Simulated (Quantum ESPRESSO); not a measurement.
Simulation results for Si$_{5}$Ge$_{2}$C (made-up cell), GaSi$_{6}$N (made-up cell)

All values are calculated (Quantum ESPRESSO 7.5). Calculation on a made-up crystal cell, not a measurement: periodic Kohn-Sham density functional theory in plane waves with PseudoDojo standard norm-conserving scalar-relativistic pseudopotentials, each functional with its own files (v0.5 for PBE, v0.4.1 for LDA and PBEsol), no spin polarisation, no spin-orbit coupling, atoms not relaxed, stress positive in tension, energies less a fixed whole-eV offset for each atom's element; levels are Kohn-Sham levels at fractions of this cell's reciprocal vectors, counted from the reference band (half the neutral cell's valence electrons, rounded up) at Gamma; error bars cover cutoff and k-mesh only, not smearing or the files; added strain carries the atoms with the cell, and shear is the tensor component; each bar is the largest change over components, and at least 0.002 eV, 0.002 eV per angstrom or 0.02 GPa; energies are for the whole cell, and the offsets were chosen from early runs and are not element reference energies.

Common to all runs: lattice type zincblende/diamond; functional pbe; fermi dirac smearing 0.1 eV; scf tolerance 1e-07 eV; electrons removed 0; k mesh 6 x 6 x 6, shifted by half a step.

(1) 
```xyz
8
Lattice="5.6709 0.0054 0.0533 0.0054 5.7491 0.0656 0.0533 0.0656 5.5626" Properties=species:S:1:pos:R:3 formula=Si5Ge2C cutoff=1116
Si     0.0091     0.0325     0.0599
Si     0.0347     2.9424     2.8123
C      2.8965    -0.0037     2.8192
Si     2.9131     2.8827     0.0551
Ge     1.4204     1.4471     1.4960
Si     1.4832     4.3551     4.2547
Ge     4.3113     1.4574     4.2252
Si     4.2967     4.3116     1.4432
```

Units: cutoff in eV.

Atoms:
```csv
atoms element,atom site,atom energy offset (eV)
Si,1,-115
Si,2,-115
C,3,-163
Si,4,-115
Ge,5,-2430
Si,6,-115
Ge,7,-2430
Si,8,-115
```

(2) 
```xyz
8
Lattice="5.6709 0.0054 0.0533 0.0054 5.7491 0.0656 0.0533 0.0656 5.5626" Properties=species:S:1:pos:R:3 formula=Si5Ge2C cutoff=1116
Si     0.0091     0.0325     0.0599
Si     0.0347     2.9424     2.8123
Si     2.8965    -0.0037     2.8192
C      2.9131     2.8827     0.0551
Ge     1.4204     1.4471     1.4960
Si     1.4832     4.3551     4.2547
Ge     4.3113     1.4574     4.2252
Si     4.2967     4.3116     1.4432
```

Units: cutoff in eV.

Atoms:
```csv
atoms element,atom site,atom energy offset (eV)
Si,1,-115
Si,2,-115
Si,3,-115
C,4,-163
Ge,5,-2430
Si,6,-115
Ge,7,-2430
Si,8,-115
```

(3) 
```xyz
8
Lattice="5.3182 0.0000 0.0000 0.0000 5.3182 0.0000 0.0000 0.0000 5.3182" Properties=species:S:1:pos:R:3 formula=GaSi6N cutoff=1143
Si    -0.0265    -0.0084    -0.1217
Ga    -0.0241     2.6603     2.6908
Si     2.6522    -0.1168     2.7083
Si     2.6045     2.6545     0.0354
N      1.3686     1.3701     1.2593
Si     1.3572     3.8565     4.0364
Si     3.9381     1.2800     3.9751
Si     3.9667     4.0157     1.3016
```

Units: cutoff in eV.

Atoms:
```csv
atoms element,atom site,atom energy offset (eV)
Si,1,-115
Ga,2,-2080
Si,3,-115
Si,4,-115
N,5,-283
Si,6,-115
Si,7,-115
Si,8,-115
```

Q: Si$_{5}$Ge$_{2}$C (made-up cell) (entry 1): stress xy?
A: 0.3061 GPa

Q: Give the missing stress yz for Si$_{5}$Ge$_{2}$C (made-up cell) (entry 1).
A: 0.9705 GPa

Q: What pressure does the calculation give for Si$_{5}$Ge$_{2}$C (made-up cell) (entry 1)?
A: -10.03 GPa

Q: Give the missing stress zz for Si$_{5}$Ge$_{2}$C (made-up cell) (entry 2).
A: 8.558 GPa

Q: Give the missing fermi level for Si$_{5}$Ge$_{2}$C (made-up cell) (entry 2).
A: 0.07171 eV

Q: Estimate the stress xx of Si$_{5}$Ge$_{2}$C (made-up cell) (entry 2).
A: 10.07 GPa

Q: Estimate the stress yy of GaSi$_{6}$N (made-up cell) (entry 3).
A: -0.848 GPa

Further results for Si$_{5}$Ge$_{2}$C (made-up cell) (entry 1):

| Quantity | Value |
| --- | --- |
| free energy less offsets | 1.744 eV |
| smearing term minus ts | -0.0217 eV |
| scf iterations | 10 |
| stress xx | 10.25 GPa |
| stress yy | 11.25 GPa |
| stress zz | 8.602 GPa |
| stress xz | 0.7847 GPa |
| fermi level | 0.06195 eV |
| reference band | 26 |
| error bar energy | 0.003471 eV |
| error bar stress | 0.03083 GPa |
| error bar force | 0.009529 eV/Å |
| error bar next band up | 0.002 eV |
| error bar fermi level | 0.02476 eV |
| error bars from | tighter rerun of this cell |

Forces:
```csv
site,x (eV/Å),y (eV/Å),z (eV/Å)
1,0.3637,-0.6134,-0.4093
2,0.07341,0.3663,0.3151
3,-0.3366,-0.3542,0.0962
4,-0.6371,0.1275,0.1312
5,1.441,-0.7552,0.4146
6,0.9074,1.058,-0.8252
7,-0.8465,-0.772,-0.8996
8,-0.9656,0.9429,1.177
```

Levels:
```csv
level k point,next band up (eV)
Gamma,0.2489
"(1/2,1/2,1/2)",-0.5788
"(0.15,0,0)",0.3451
"(0,0.15,0)",0.3369
"(0,0,0.15)",0.3406
```

Further results for Si$_{5}$Ge$_{2}$C (made-up cell) (entry 2):

| Property | Result |
| --- | --- |
| free energy less offsets | 1.788 eV |
| smearing term minus ts | -0.02171 eV |
| scf iterations | 10 |
| pressure | -9.938 GPa |
| stress yy | 11.19 GPa |
| stress yz | 1.751 GPa |
| stress xz | 1.01 GPa |
| stress xy | -0.1174 GPa |
| reference band | 26 |
| error bar energy | 0.003471 eV |
| error bar stress | 0.03083 GPa |
| error bar force | 0.009529 eV/Å |
| error bar next band up | 0.002 eV |
| error bar fermi level | 0.02476 eV |
| error bars from | tighter rerun of a related cell |

Forces:
```csv
site,x (eV/Å),y (eV/Å),z (eV/Å)
1,0.3718,-0.59,-0.428
2,0.08419,0.3928,0.2959
3,-0.003343,-0.3401,-0.07376
4,-0.3111,0.3015,0.0143
5,1.146,0.8291,-1.075
6,0.7655,-0.8137,1.042
7,-0.8751,1.108,0.8834
8,-1.178,-0.8874,-0.6591
```

Levels:
```csv
level k point,next band up (eV)
Gamma,0.2074
"(1/2,1/2,1/2)",-0.5865
"(0.15,0,0)",0.3451
"(0,0.15,0)",0.33
"(0,0,0.15)",0.3285
```

Further results for GaSi$_{6}$N (made-up cell) (entry 3):

| Item | Value |
| --- | --- |
| free energy less offsets | 2.006 eV |
| smearing term minus ts | -0.05093 eV |
| scf iterations | 11 |
| pressure | 1.471 GPa |
| stress xx | -2.008 GPa |
| stress zz | -1.557 GPa |
| stress yz | 0.645 GPa |
| stress xz | -3.057 GPa |
| stress xy | 1.301 GPa |
| fermi level | -0.02602 eV |
| reference band | 21 |
| error bar energy | 0.006222 eV |
| error bar stress | 0.0286 GPa |
| error bar force | 0.008306 eV/Å |
| error bar next band up | 0.002 eV |
| error bar fermi level | 0.01616 eV |
| error bars from | tighter rerun of a related cell |

Forces:
```csv
site,x (eV/Å),y (eV/Å),z (eV/Å)
1,1.621,0.5523,1.962
2,0.5939,-1.188,-1.661
3,-1.008,1.502,-1.348
4,-0.1902,-2.89,2.205
5,0.07593,-0.131,-0.3648
6,-0.8082,1.485,-0.5175
7,-0.6508,0.7147,-0.03081
8,0.3659,-0.04502,-0.2453
```

Levels:
```csv
level k point,next band up (eV)
Gamma,0.07896
"(1/2,1/2,1/2)",0.07791
"(0.15,0,0)",-0.112
"(0,0.15,0)",-0.1683
"(0,0,0.15)",-0.1694
```
